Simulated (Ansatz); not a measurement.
Relaxation of a relaxed La2O3 cell, doubled along one cell vector, shaken by Gaussian noise of σ = 0.08 Å a coordinate; 10 atoms in the cell, which starts as P1 (No. 1), aP10; a = b = 4.5022 Å, c = 9.0043 Å, α = β = γ = 83.38°. Computed with r2SCAN (plane waves to 500 eV, PAW, scalar-relativistic; Ansatz, a first-principles code). Γ-centred k-mesh 5×3×5 on the run's cell (coarser than for final values), Fermi–Dirac smearing 0.05 eV. This is the first round of the run. 

The optimiser's lines from the output (shortened; P is positive under compression):

```
relax step   1: F+E_penalty+E_count = -28489.89679886 eV  Δ(F+E_penalty+E_count) = +0.000e0 eV  max|allowed force component| = 1.962e0 eV/Å  Δτ_max = 0.0000 Å  P = +2.345 GPa  Ω = 179.122 Å³  (11 SCF iters, dr2 threshold 1.00e-7 eV, accepted)
relax step   2: F+E_penalty+E_count = -28490.36340394 eV  Δ(F+E_penalty+E_count) = -4.666e-1 eV  max|allowed force component| = 1.641e0 eV/Å  Δτ_max = 0.1923 Å  P = -0.689 GPa  Ω = 180.807 Å³  (9 SCF iters, dr2 threshold 1.00e-6 eV, accepted)
relax step   3: F+E_penalty+E_count = -28490.59356018 eV  Δ(F+E_penalty+E_count) = -2.302e-1 eV  max|allowed force component| = 1.061e-1 eV/Å  Δτ_max = 0.1165 Å  P = +0.258 GPa  Ω = 178.860 Å³  (8 SCF iters, dr2 threshold 1.00e-6 eV, accepted)
relax step   4: F+E_penalty+E_count = -28490.59655431 eV  Δ(F+E_penalty+E_count) = -2.994e-3 eV  max|allowed force component| = 1.135e-2 eV/Å  Δτ_max = 0.0122 Å  P = -0.009 GPa  Ω = 179.129 Å³  (6 SCF iters, dr2 threshold 9.79e-7 eV, accepted)
relax step   5: F+E_penalty+E_count = -28490.59669192 eV  Δ(F+E_penalty+E_count) = -1.376e-4 eV  max|allowed force component| = 3.063e-3 eV/Å  Δτ_max = 0.0038 Å  P = -0.036 GPa  Ω = 179.188 Å³  (6 SCF iters, dr2 threshold 2.30e-8 eV, accepted)
relax step   6: F+E_penalty+E_count = -28490.59673355 eV  Δ(F+E_penalty+E_count) = -4.163e-5 eV  max|allowed force component| = 9.018e-4 eV/Å  Δτ_max = 0.0007 Å  P = +0.007 GPa  Ω = 179.117 Å³  (6 SCF iters, dr2 threshold 5.16e-9 eV, accepted)
relax step   7: F+E_penalty+E_count = -28490.59673356 eV  Δ(F+E_penalty+E_count) = -8.375e-9 eV  max|allowed force component| = 9.012e-4 eV/Å  Δτ_max = 0.0000 Å  P = +0.006 GPa  Ω = 179.117 Å³  stress off target by 7.42e-3 GPa  SCF on the basis re-selected at this cell (its energy is not comparable with the rows above)  (5 SCF iters)
```

From the first to the last row the energy changes by -0.07 eV/atom and the volume by 0.0 %. The last row is marked as not comparable with the walk above it, whose basis was carried along; it does compare with step 1, since both stand on a basis selected at the nominal cutoff for their own cell.

Later rounds, restarted from the end of this one on a renewed k-mesh, logged 2 more steps and released under 1 meV/atom more. The final structure after all rounds: R32, hexagonal axes (No. 155), hR5; a = 5.9887 Å, b = 5.9887 Å, c = 8.6505 Å, α = 90.00°, β = 90.00°, γ = 120.00°. No spin polarisation in the result.

The relaxed structure here is a generated cell of La2O3: the first start was made by placing the elements on the sites of a structure type, and the end was not matched to a known phase here, so it may be hypothetical. Known forms of La2O3 include space group No. 164.
